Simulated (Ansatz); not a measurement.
## GdHS: input and output

input.yaml (Ansatz 0.2.0)

```yaml
crystal:
  lattice:
    - [3.745232, 0.0, 0.0]
    - [0.0, 3.745232, 0.0]
    - [0.0, 0.0, 6.701752]
  atoms:
    - { symbol: S, position: [0.25, 0.25, 0.645] }
    - { symbol: S, position: [0.75, 0.75, 0.355] }
    - { symbol: H, position: [0.75, 0.25, 0.0] }
    - { symbol: H, position: [0.25, 0.75, 0.0] }
    - { symbol: Gd, position: [0.25, 0.25, 0.2295], spin: 7.0 }
    - { symbol: Gd, position: [0.75, 0.75, 0.7705], spin: 7.0 }
kpoints:
  mp_grid: { grid: [6, 6, 4], shift: [0, 0, 0] }
  band_path:
    path:
      - [0.0, 0.0, 0.0]
      - [0.0, 0.5, 0.0]
      - [0.5, 0.5, 0.0]
      - [0.0, 0.0, 0.0]
      - [0.0, 0.0, 0.5]
      - [0.0, 0.5, 0.5]
      - [0.5, 0.5, 0.5]
      - [0.0, 0.0, 0.5]
      - [0.0, 0.5, 0.0]
      - [0.0, 0.5, 0.5]
      - [0.5, 0.5, 0.0]
    npoints: 6
magnetization:
  spin_polarized: true
scf:
  occupations: { method: gaussian, width: 0.0196 }
  lower_state_search: "off"
  max_iter: 200
hamiltonian:
  pseudopotentials: { kind: paw }
  xc: pbe
basis:
  ecutwfc: 420
  fft_grid_basis: typed
output:
  forces: true
  stress: true
  eigenvalues: true
  bader: true
  populations: true
  elf: true
  write_potential: true
  volumetric_format: npy
  dos:
    e_range: [-12, 8]
    de: 0.05
    projected: { site_lists: { Gd: [Gd], H: [H], S: [S] } }
checkpoint:
  read: saved_state
```

The run starts from an earlier solution of this cell. Magnetic state (reached from a saved solution, and it need not be the lowest): Gd5 up, Gd6 up.

Output (shortened):

```
Magnetization: 14.0138 μB (32.0069 up, 17.9931 down)
Absolute magnetization: 14.1281 μB (∫|ρ↑−ρ↓|, with the PAW one-centre terms)
Spin contamination: 0.0213 ħ² per cell (⟨S²⟩ above its minimum at these occupations)
Per-site moments (μB) at R_I (Å): [(-0.0042, 1.1462), (-0.0042, 1.1462), (-0.0081, 0.9996), (-0.0081, 0.9996), (6.8351, 0.9996), (6.8351, 0.9996)]
Free energy (F): -20509.0976 eV
Harris-Foulkes:  -20509.0976 eV  (|F-HF|=7.71e-9)
Internal energy: -20509.0976 eV  (E = F + TS)
E sigma→0 (E₀):  -20509.0976 eV
Entropy (-TS):    0.0000 eV (-0.000 meV/atom)
Fermi energy:    11.2692 eV
--- Forces (eV/Å), atoms counted from 1 ---
  atom   1  S      0.0000     0.0000     0.4870
  atom   2  S      0.0000     0.0000    -0.4870
  atom   3  H      0.0000     0.0000     0.0000
  atom   4  H      0.0000     0.0000     0.0000
  atom   5  Gd     0.0000     0.0000    -0.8038
  atom   6  Gd     0.0000     0.0000     0.8038
--- Stress (GPa, compression-positive) ---
        3.9366       0.0000       0.0000
        0.0000       3.9366       0.0000
        0.0000       0.0000       1.6896
  P = ⅓ Tr σ = 3.1876 GPa (31.876 kbar)
--- Löwdin populations: 6 sites ---
  site symbol       q [e]    m [muB]
     0      S      6.2390    -0.0041
     1      S      6.2390    -0.0041
     2      H      1.2180    -0.0186
     3      H      1.2180    -0.0186
     4     Gd     17.4985     7.0280
     5     Gd     17.4985     7.0280
  spilling = 0.0018 (of n_electrons = 50.0000)
--- Bader charges: 6 sites ---
  site symbol  charge [e]  shift [e]    m [muB]
     0      S     -1.1751     0.0001     0.0270
     1      S     -1.1751     0.0001     0.0270
     2      H     -0.6123     0.0000    -0.0024
     3      H     -0.6123     0.0000    -0.0024
     4     Gd      1.7874     0.0001     6.9824
     5     Gd      1.7874     0.0001     6.9824
```

Total energies depend on the potentials used, so only differences within one code and one set of settings carry meaning.

Origin: a known structure type with other elements, at an estimated volume, so it need not be a known compound. Caveats: f shells without a U or exact exchange are poorly placed.
